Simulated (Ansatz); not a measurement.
Relaxed Ca (fcc, Cu type):

```yaml
crystal:
  lattice:
    - [5.52650, 0.00000, 0.00000]
    - [0.00000, 5.52650, 0.00000]
    - [0.00000, 0.00000, 5.52650]
  atoms:
    - { symbol: Ca, position: [0.00000, 0.00000, 0.00000] }
    - { symbol: Ca, position: [0.50000, 0.50000, 0.00000] }
    - { symbol: Ca, position: [0.50000, 0.00000, 0.50000] }
    - { symbol: Ca, position: [0.00000, 0.50000, 0.50000] }
```

In this cell atom 2 (Ca, nearest neighbour Ca at 3.908 Å; its periodic images, 5.5 Å or more away, move with it) is moved by s along Cartesian z, unit vector (0.000, 0.000, 1.000); all other atoms and the cell stay fixed.

Level of theory: PBE (plane waves to 420 eV, PAW, scalar-relativistic; Ansatz, a quantum-chemistry and plane-wave program). k mesh 7×7×7 (Γ-centred), Fermi-Dirac smearing 0.05 eV. E stands for the smeared free energy. With partly filled bands, energies and forces of such displacements shift with the k mesh and the smearing. Ca was relaxed with its symmetry unable to fall. The zero of ΔE is the undisplaced structure.

The scan covers s from -0.390 to 0.390 Å in 11 points.

**Question.** Is this a single well or a double well?

**Answer.** A single well with its minimum at or next to zero displacement.

**Question.** Is the energy the same for equal positive and negative displacements?

**Answer.** Even: the same for both signs. With its periodic images moving along, the atom's site symmetry in this cell is m-3m.

**Question.** What is the force constant k = d²E/ds² of this move at s = 0?

**Answer.** 2.20 eV/Å².

(For displaced atoms, the force is minus the slope of the energy, and its curvature is a force constant, which sets phonon frequencies.)
